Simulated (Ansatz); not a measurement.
An Ansatz (an electronic-structure program) run. Input:

Ansatz 0.2 input:
```yaml
crystal:
  lattice:
    - [3.088812558, 0.0, 0.0]
    - [-1.544406279, 2.6749901427, 0.0]
    - [0.0, 0.0, 4.9431066357]
  atoms:
    - { symbol: Al, position: [0.6666666667, 0.3333333333, 0.0035933044] }
    - { symbol: Al, position: [0.3333333333, 0.6666666667, 0.5035933044] }
    - { symbol: N, position: [0.6666666667, 0.3333333333, 0.6216066956] }
    - { symbol: N, position: [0.3333333333, 0.6666666667, 0.1216066956] }
kpoints:
  mp_grid: { grid: [10, 10, 6] }
hamiltonian:
  xc: lda
  pseudopotentials: { kind: paw }
scf:
  occupations: { method: fixed }
phonons:
  method: dfpt
  response_accuracy: low
  eigenvectors: true
  rigid_motions: translations
  dielectric: true
  raman: true
```

Output (shortened):

```
Pseudopotential: Al, paw, valence charge 3
Pseudopotential: N, paw, valence charge 5
Functional definition: SPW92
Crystal: 4 atoms, lattice volume = 40.843 Å³
Basis set: ecut = 420 eV, 785 PW (Γ), exchange–correlation on 48×48×72 points (8 copies of the dense FFT grid, shifted against one another)
Bands: 12, of which v1, the nominal top of the filled ones, is band 8 counted from 1 (7 counted from 0)
Symmetry: 12 space group operations
k-points: 172 of 600 (irreducible under 2 space group operations, time reversal used)
SCF iter   1: F=—  HF=-1779.727169 eV  |F-HF|=—  |Δ(HF+E_count)|=         —  Δρ=9.42e-3  dr2=4.12e-2  ethr=1.77e-3  ⟨swp⟩=5.0  Hψ=11546  notcnv=0  defer=332
preconditioner: auto → none
SCF iter   2: F=—  HF=-1779.716321 eV  |F-HF|=—  |Δ(HF+E_count)|=   1.08e-2  Δρ=5.00e-3  dr2=5.68e-3  ethr=2.58e-4  ⟨swp⟩=2.6  Hψ=4878  notcnv=0  defer=344
SCF iter   3: F=—  HF=-1779.714457 eV  |F-HF|=—  |Δ(HF+E_count)|=   1.86e-3  Δρ=1.50e-3  dr2=3.89e-4  ethr=3.55e-5  ⟨swp⟩=2.1  Hψ=3465  notcnv=0  defer=344
SCF iter   4: F=—  HF=-1779.714269 eV  |F-HF|=—  |Δ(HF+E_count)|=   1.88e-4  Δρ=1.26e-4  dr2=2.47e-6  ethr=2.43e-6  ⟨swp⟩=2.5  Hψ=3491  notcnv=0  defer=344
SCF iter   5: F=—  HF=-1779.714268 eV  |F-HF|=—  |Δ(HF+E_count)|=   8.14e-7  Δρ=6.89e-6  dr2=7.06e-9  ethr=1.54e-8  ⟨swp⟩=2.2  Hψ=3440  notcnv=0  defer=10
SCF iter   6: F=—  HF=-1779.714268 eV  |F-HF|=—  |Δ(HF+E_count)|=   1.55e-7  Δρ=7.41e-7  dr2=1.15e-10  ethr=4.41e-11  ⟨swp⟩=2.0  Hψ=3373  notcnv=0  defer=6
SCF iter   7: F=-1779.714268 eV  HF=-1779.714268 eV  |F-HF|=3.41e-12  |Δ(HF+E_count)|=  1.61e-11  Δρ=1.26e-7  dr2=4.56e-12  ethr=1.00e-12  ⟨swp⟩=6.0  Hψ=11054  notcnv=0
SCF 1 converged in 7 iterations: F = -1779.714268 eV  dr2 = 4.56e-12
NSCF: frozen V_eff on 2 k-points
DFPT response loops at Γ: preconditioner auto → none (the input reference at scf.mixing.eps_inf says where Resta's filter doesn't serve); β = 0.50 …
── the response to a field inside a basis, on 14×14×8 k-points: an SCF that follows is theirs, and a resumed run solves both again ──
Crystal: 4 atoms, lattice volume = 40.843 Å³
Bands: 9, of which v1, the nominal top of the filled ones, is band 8 counted from 1 (7 counted from 0)
k-points: 224 of 1568 (irreducible under 4 space group operations, time reversal used)
SCF iter   1: F=—  HF=-1779.720464 eV  |F-HF|=—  |Δ(HF+E_count)|=         —  Δρ=6.09e-4  dr2=2.20e-5  ethr=1.00e-1
preconditioner: auto → none
SCF iter   2: F=—  HF=-1779.720464 eV  |F-HF|=—  |Δ(HF+E_count)|=   1.43e-7  Δρ=2.88e-4  dr2=6.19e-6  ethr=1.37e-7
SCF iter   3: F=—  HF=-1779.720465 eV  |F-HF|=—  |Δ(HF+E_count)|=   1.20e-6  Δρ=1.08e-4  dr2=1.75e-6  ethr=3.87e-8
SCF iter   4: F=—  HF=-1779.720465 eV  |F-HF|=—  |Δ(HF+E_count)|=   3.46e-7  Δρ=8.37e-6  dr2=7.84e-9  ethr=1.10e-8
SCF iter   5: F=-1779.720465 eV  HF=-1779.720465 eV  |F-HF|=2.27e-12  |Δ(HF+E_count)|=  9.67e-10  Δρ=1.76e-7  dr2=6.06e-12  ethr=4.90e-11
SCF 1 converged in 5 iterations: F = -1779.720465 eV  dr2 = 6.06e-12
DFPT response loops at Γ: mixed as the last ones told, above
DFPT response loops at Γ: mixed as the last ones told, above
SCF converged after 7 iterations
Free energy (F): -1779.714268 eV
Harris-Foulkes:  -1779.714268 eV  (|F-HF|=3.41e-12)
Internal energy: -1779.714268 eV  (E = F + TS)
E sigma→0 (E₀):  -1779.714268 eV
Fermi energy:    7.102162 eV
--- Per-component energies (eV) ---
  E_band       = 29.473066
  E_kinetic    = 319.538208
  E_local      = -445.260369  (includes V_loc(G=0)·N_el)
  E_nonlocal   = 115.278104
  E_hartree    = 152.625621
  E_xc         = -201.677754
  E_vxc        = -215.783481  (∫ρ·V_xc dr)
  E_paw        = -1124.219431  (= ΣΔE_a)
  E_vpaw       = -49.550829  (= ΣTr[D̂ρ^β])
  E_aug_tail   = 0.000182  (compensation charges beyond the density's cutoff)
  E_ewald      = -596.270349
  E_core_change = 0.271521  (= ΣΔE_core)
  E_smearing   =  0.000000  (= −TS)
  E_closure    = 0.000000  (closes the sum)
  Σ components = -1779.714268   (vs F -1779.714268, Δ=0.00e0)
  [band-id]    e_kinetic+e_local+e_nonlocal+2·e_hartree+e_vxc+e_vpaw+e_augmentation_tail = 29.473056   (vs E_band 29.473066, Δ=-1.01e-5)
--- Band table (eV; the first three rows and the last of 172) ---
  k-point 0: bands = ["-8.0627", "-5.7758", "0.9637", "6.2150", "6.2150", "6.8737", "6.8737", "7.1022", "11.5185", "13.8378", "17.7586", "18.2123"]
  k-point 1: bands = ["-7.9514", "-6.0029", "1.3564", "6.2567", "6.2567", "6.5047", "6.8269", "6.8269", "11.9955", "13.9121", "17.5793", "18.1803"]
  k-point 2: bands = ["-7.6283", "-6.5356", "2.3744", "5.2046", "6.3717", "6.3717", "6.7012", "6.7012", "12.9247", "13.9975", "17.2852", "18.2322"]
  k-point 171: bands = ["-6.0101", "-5.2040", "2.0863", "2.6469", "3.8692", "4.3129", "5.2001", "5.9500", "12.9105", "14.5158", "15.7772", "16.8759"]
--- Phonons (Γ-DFPT): 4 representative perturbations + reference, on 172 of 600 k-points (Σ response iterations 12) ---
  ASR residual: 5.630e-5 → 0.000e0 eV/Å²; symmetrization residual: 1.624e-5 eV/Å²
  ASR residual per site (eV/Å²): 4.09e-5 4.09e-5 5.63e-5 5.63e-5
  Γ frequencies (cm⁻¹): 0.00 0.00 0.00 239.58 239.58 553.33 620.15 666.42 666.42 677.94 677.94 729.30
  ε∞ (high-frequency dielectric tensor):
        4.397369     0.000000     0.000000
        0.000000     4.397369     0.000000
        0.000000     0.000000     4.619635
  ε⁰ (static dielectric tensor: ions relaxed, cell fixed):
        8.026255     0.000000     0.000000
        0.000000     8.026255     0.000000
        0.000000     0.000000     9.525200
  ε⁰ − ε∞ (ionic part):
        3.628887     0.000000     0.000000
        0.000000     3.628887     0.000000
        0.000000     0.000000     4.905565
  softest optical mode at Γ: 239.58 cm⁻¹; the repairs (sum rule, projections) moved no ω² at Γ by more than (2.21 cm⁻¹)²
  Born effective charges Z* (e; rows j = field, columns β = displacement):
    site 0:
         2.52631    0.00000    0.00000
         0.00000    2.52631    0.00000
         0.00000    0.00000    2.68689
    site 1:
         2.52631    0.00000    0.00000
         0.00000    2.52631    0.00000
         0.00000    0.00000    2.68689
    site 2:
        -2.52631    0.00000    0.00000
         0.00000   -2.52631    0.00000
         0.00000    0.00000   -2.68689
    site 3:
        -2.52631    0.00000    0.00000
         0.00000   -2.52631    0.00000
         0.00000    0.00000   -2.68689
  Z* charge neutrality: 8.852e-4 e pre-enforcement
  solved inside a basis spanned on kpoints, on 14×14×8 k-points: ε∞ is read to err by 1.3e-2, Z* by 9.7e-3 e (field_mesh: kpoints solves on kpoints) …
  Raman tensors (in the event stream and the table raman_tensors.tsv) …
  optical modes at Γ without the LO–TO term, one row a degenerate level:
      ω (cm⁻¹)  modes    IR ((D/Å)²/amu)  static Raman (Å⁴/amu)  depolarisation
        239.58      2             0.0000                 0.1241           0.750
        553.33      1             0.0000                 0.0000               —
        620.15      1            36.1279                21.4140           0.746
        666.42      2             0.0000                19.1085           0.750
        677.94      2            63.8770                 9.8980           0.750
        729.30      1             0.0000                 0.0000               —
  optical modes at Γ + LO–TO along q̂ = [1.0000, 0.0000, 0.0000]:
      ω (cm⁻¹)  modes    IR ((D/Å)²/amu)  static Raman (Å⁴/amu)  depolarisation
        239.58      2             0.0000                 0.1241           0.750
        553.33      1             0.0000                 0.0000               —
        620.15      1            36.1279                21.4140           0.746
        666.42      2             0.0000                19.1085           0.750
        677.94      1            31.9385                 4.9490           0.750
        729.30      1             0.0000                 0.0000               —
        915.91      1            31.9385                 5.2674           0.750
  optical modes at Γ + LO–TO along q̂ = [0.0000, 1.0000, 0.0000]:
      ω (cm⁻¹)  modes    IR ((D/Å)²/amu)  static Raman (Å⁴/amu)  depolarisation
        239.58      2             0.0000                 0.1241           0.750
        553.33      1             0.0000                 0.0000               —
        620.15      1            36.1279                21.4140           0.746
        666.42      2             0.0000                19.1085           0.750
        677.94      1            31.9385                 4.9490           0.750
        729.30      1             0.0000                 0.0000               —
        915.91      1            31.9385                 5.2674           0.750
  optical modes at Γ + LO–TO along q̂ = [0.0000, 0.0000, 1.0000]:
      ω (cm⁻¹)  modes    IR ((D/Å)²/amu)  static Raman (Å⁴/amu)  depolarisation
        239.58      2             0.0000                 0.1241           0.750
        553.33      1             0.0000                 0.0000               —
        666.42      2             0.0000                19.1085           0.750
        677.94      2            63.8770                 9.8980           0.750
        729.30      1             0.0000                 0.0000               —
        890.50      1            36.1279                10.2374           0.558
```

Cost: roughly 7 core-minutes on shared cores.

Space group P6_3mc (wurtzite). The cell was relaxed with LDA under the symmetry of its start; phonons on a q-mesh show no instability.

Potentials: the later of the program's two PAW sets.

Ansatz is a plane-wave DFT program.
